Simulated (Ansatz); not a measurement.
## Ta: strain and displacement

```
Ta
1.0
    -1.65128    1.65128    1.65128
     1.65128   -1.65128    1.65128
     1.65128    1.65128   -1.65128
Ta
1
Direct
  0.00000 0.00000 0.00000
```

The conventional cell has a = 3.303 Å, b = 3.303 Å, c = 3.303 Å, α = 90.00°, β = 90.00°, γ = 90.00°. Around Ta (atom 1) lie 8 Ta at 2.86 Å.

The cell comes from COD entry 1541266, which wasn't checked; take it as a given geometry.

No spin–orbit coupling, which matters for the heavy atoms here.

The calculation used Ansatz 0.2.0, DFT, PBEsol, all-electron LAPW, scalar-relativistic.

Numerical set-up: a Γ-centred 17×17×17 k mesh, Fermi–Dirac smearing of 0.08 eV, basis error target 0.5 meV/atom, no spin polarisation.

The unchanged cell is at -3.87 GPa.

In a metal, stresses and small energies carry noise from the k mesh.

x, y and z are the Cartesian axes of the cell as listed; fractional coordinates follow a strain, and an engineering shear is twice the off-diagonal strain component.

**Question.** With this change (equal xy, yz and zx engineering shear strains of -3 %), what becomes of the energy and stress?

**Answer.** Energy change +10 meV/atom; stress change (xx, yy, zz, yz, xz, xy) 0.35, 0.35, 0.35, 2.00, 2.00, 2.00 GPa, compression positive.

**Question.** With this change (equal xy, yz and zx engineering shear strains of -1 %), what becomes of the energy and stress?

**Answer.** Energy change +1 meV/atom; stress change (xx, yy, zz, yz, xz, xy) 0.04, 0.04, 0.04, 0.73, 0.73, 0.73 GPa, compression positive.

**Question.** With this change (equal xy, yz and zx engineering shear strains of +2 %), what becomes of the energy and stress?

**Answer.** Energy change +5 meV/atom; stress change (xx, yy, zz, yz, xz, xy) 0.18, 0.18, 0.18, -1.51, -1.51, -1.51 GPa, compression positive.

With equal xy, yz and zx engineering shear strains of -2 %: energy change +5 meV/atom; stress change (xx, yy, zz, yz, xz, xy) 0.17, 0.17, 0.17, 1.40, 1.40, 1.40 GPa, compression positive.

**Question.** With this change (equal xy, yz and zx engineering shear strains of +1 %), what becomes of the energy and stress?

**Answer.** Energy change +1 meV/atom; stress change (xx, yy, zz, yz, xz, xy) 0.05, 0.05, 0.05, -0.76, -0.76, -0.76 GPa, compression positive.

With equal xy, yz and zx engineering shear strains of +3 %: energy change +11 meV/atom; stress change (xx, yy, zz, yz, xz, xy) 0.37, 0.37, 0.37, -2.22, -2.22, -2.22 GPa, compression positive.
